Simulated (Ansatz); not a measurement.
KCaCl3: energy along a strain

KCaCl3, Pm-3m, a = 5.306 Å. The structure is a Materials Project entry; whether it is the stable form wasn't checked. Ansatz: PBEsol, PAW, 420 eV, Γ-centred 4×4×4 mesh on 5 atoms, Gaussian smearing 0.05 eV; no spin polarisation. Cell vectors (Å): 5.306 0.000 0.000; 0.000 5.306 0.000; 0.000 0.000 5.306. The cell is strained by x per cent times the pattern (0 0 0 0 0 1) in the order xx yy zz yz xz xy (engineering shears), with fractional coordinates held. y is the free energy over the start, V0 = 29.873 Å³/atom. Symmetry makes y even in x.

```
x (%) y (meV/atom)
-4.00             ?
-2.00          0.29
 0.00          0.00
 0.50          0.02
 1.00          0.07
 1.50          0.16
 2.50          0.45
 3.00          0.64
 3.50          0.88
```

Question: Fit y = c2 x² + c4 x⁴ to the other rows, get the stiffness along the pattern, and predict the missing energy.

Answer: Least squares on the rows shown. y = 0.07165 x² + 2.405×10⁻⁶ x⁴. The clamped-ion stiffness p·C·p = 2 × 0.7165 eV × 160.2 / 29.873 Å³ = 7.7 GPa, which is C66 in these axes (C44 of the cubic crystal). At x = -4.00 the fit asked for gives 1.15 meV/atom. The run gave 1.15 meV/atom, the same to the digits shown.

Symmetry holds off the tilts and polar distortions that many cubic perovskites undergo.

Cost: 9 runs of about 1.4 core-minutes in all, on Intel Xeon Processor @ 2.50GHz (Skylake/Cascade Lake) (shared hosts).